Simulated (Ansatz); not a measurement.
KTaO3:
```xyz
5
Lattice="4.0244 0.0000 0.0000 0.0000 4.0244 0.0000 0.0000 0.0000 4.0244" Properties=species:S:1:pos:R:3 pbc="T T T"
K      2.0122     2.0122     2.0122
Ta     0.0000     0.0000     0.0000
O      0.0000     2.0122     0.0000
O      2.0122     0.0000     0.0000
O      0.0000     0.0000     2.0122
```

Plane-wave PAW PBE (Ansatz code) gives a gap of 2.16 eV without spin–orbit coupling, maximum at R, minimum at Γ.

**Question.** What happens when spin–orbit coupling is switched on?

**Answer.** The gap falls by 0.14 eV, to 2.02 eV; maximum at R, minimum at Γ.

**Question.** Give the electron effective mass with spin–orbit coupling, band 1 of 2 at the edge.

**Answer.** 0.76 along [100], 0.53 along [110], 0.43 along [111] (mₑ).

**Question.** Give the electron effective mass with spin–orbit coupling, band 2 of 2 at the edge.

**Answer.** 0.27 along [100], 0.32 along [110], 0.36 along [111] (mₑ).

Space group Pm-3m (cubic perovskite). Symmetry was held in the PBE relaxation. At this level the phase is dynamically unstable (imaginary phonons). The run is not spin-polarised.

Potentials: the later of the program's two PAW sets.
